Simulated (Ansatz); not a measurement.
Relaxation of a generated trial cell of GePd in the CoSn structure type; 6 atoms in the cell, which starts as P6/mmm (No. 191), hP6; a = b = 5.2482 Å, c = 4.2349 Å, α = β = 90.00°, γ = 120.00°. Method: r2SCAN (plane waves to 500 eV, PAW, scalar-relativistic; Ansatz, a quantum-chemistry and plane-wave program). Γ-centred k-mesh 7×7×8 on the run's cell, Fermi–Dirac smearing 0.05 eV. This is the first round of the run. 

The optimiser's lines from the output (shortened; P is positive under compression):

```
relax step   1: F+E_penalty+E_count = -33866.45658097 eV  Δ(F+E_penalty+E_count) = +0.000e0 eV  max|allowed force component| = 3.547e-17 eV/Å  Δτ_max = 0.0000 Å  P = +7.724 GPa  Ω = 101.018 Å³  (8 SCF iters, dr2 threshold 1.00e-7 eV, accepted)
relax step   2: F+E_penalty+E_count = -33866.73051759 eV  Δ(F+E_penalty+E_count) = -2.739e-1 eV  max|allowed force component| = 6.014e-17 eV/Å  Δτ_max = 0.0000 Å  P = -2.251 GPa  Ω = 108.153 Å³  (8 SCF iters, dr2 threshold 6.00e-7 eV, accepted)
relax step   3: F+E_penalty+E_count = -33866.76502778 eV  Δ(F+E_penalty+E_count) = -3.451e-2 eV  max|allowed force component| = 1.850e-16 eV/Å  Δτ_max = 0.0000 Å  P = -1.422 GPa  Ω = 107.321 Å³  (6 SCF iters, dr2 threshold 6.00e-7 eV, accepted)
relax step   4: F+E_penalty+E_count = -33866.80037525 eV  Δ(F+E_penalty+E_count) = -3.535e-2 eV  max|allowed force component| = 5.551e-17 eV/Å  Δτ_max = 0.0000 Å  P = +1.077 GPa  Ω = 105.440 Å³  (7 SCF iters, dr2 threshold 6.00e-7 eV, accepted)
relax step   5: F+E_penalty+E_count = -33866.80287115 eV  Δ(F+E_penalty+E_count) = -2.496e-3 eV  max|allowed force component| = 3.153e-16 eV/Å  Δτ_max = 0.0000 Å  P = -0.216 GPa  Ω = 106.466 Å³  (7 SCF iters, dr2 threshold 6.00e-7 eV, accepted)
relax step   6: F+E_penalty+E_count = -33866.80329577 eV  Δ(F+E_penalty+E_count) = -4.246e-4 eV  max|allowed force component| = 1.527e-16 eV/Å  Δτ_max = 0.0000 Å  P = +0.015 GPa  Ω = 106.242 Å³  (6 SCF iters, dr2 threshold 1.71e-7 eV, accepted)
relax step   7: F+E_penalty+E_count = -33866.80328473 eV  Δ(F+E_penalty+E_count) = +1.104e-5 eV  max|allowed force component| = 7.864e-17 eV/Å  Δτ_max = 0.0000 Å  P = -0.000 GPa  Ω = 106.254 Å³  (5 SCF iters, dr2 threshold 1.18e-9 eV, accepted)
relax step   8: F+E_penalty+E_count = -33866.81029507 eV  Δ(F+E_penalty+E_count) = -7.010e-3 eV  max|allowed force component| = 1.727e-16 eV/Å  Δτ_max = 0.0000 Å  P = +0.015 GPa  Ω = 106.254 Å³  stress off target by 3.96e-2 GPa  SCF on the basis re-selected at this cell (its energy is not comparable with the rows above)  (8 SCF iters)
relax step   9: F+E_penalty+E_count = -33866.81029718 eV  Δ(F+E_penalty+E_count) = -2.109e-6 eV  max|allowed force component| = 1.403e-16 eV/Å  Δτ_max = 0.0000 Å  P = +0.001 GPa  Ω = 106.277 Å³  (7 SCF iters, dr2 threshold 3.92e-9 eV, accepted)
relax step  10: F+E_penalty+E_count = -33866.81033577 eV  Δ(F+E_penalty+E_count) = -3.858e-5 eV  max|allowed force component| = 1.727e-16 eV/Å  Δτ_max = 0.0000 Å  P = +0.001 GPa  Ω = 106.277 Å³  stress off target by 2.25e-3 GPa  SCF on the basis re-selected at this cell (its energy is not comparable with the rows above)  (6 SCF iters)
```

From the first to the last row the energy changes by -0.06 eV/atom and the volume by +5.2 %. The last row is marked as not comparable with the walk above it, whose basis was carried along; it does compare with step 1, since both stand on a basis selected at the nominal cutoff for their own cell.

Later rounds, restarted from the end of this one on a renewed k-mesh, logged 5 more steps and released under 0.01 eV/atom more. The final structure after all rounds: P6/mmm (No. 191), hP6, AFLOW prototype AB_hP6_191_f_ad (B35, as in CoSn); a = 5.540 Å, b = 5.540 Å, c = 3.997 Å, α = 90.00°, β = 90.00°, γ = 120.00°. Between re-selections the logged energies stand on a plane-wave basis carried along with the cell. No spin polarisation in the result.

The run could not lose the symmetry of its start: the end is stationary, and may be a saddle point rather than a minimum.

All atoms sit on sites fixed by symmetry, so only the cell could relax.

The relaxed structure here is a generated cell of GePd: the first start was made by placing the elements on the sites of a structure type, and the end was not matched to a known phase here, so it may be hypothetical.
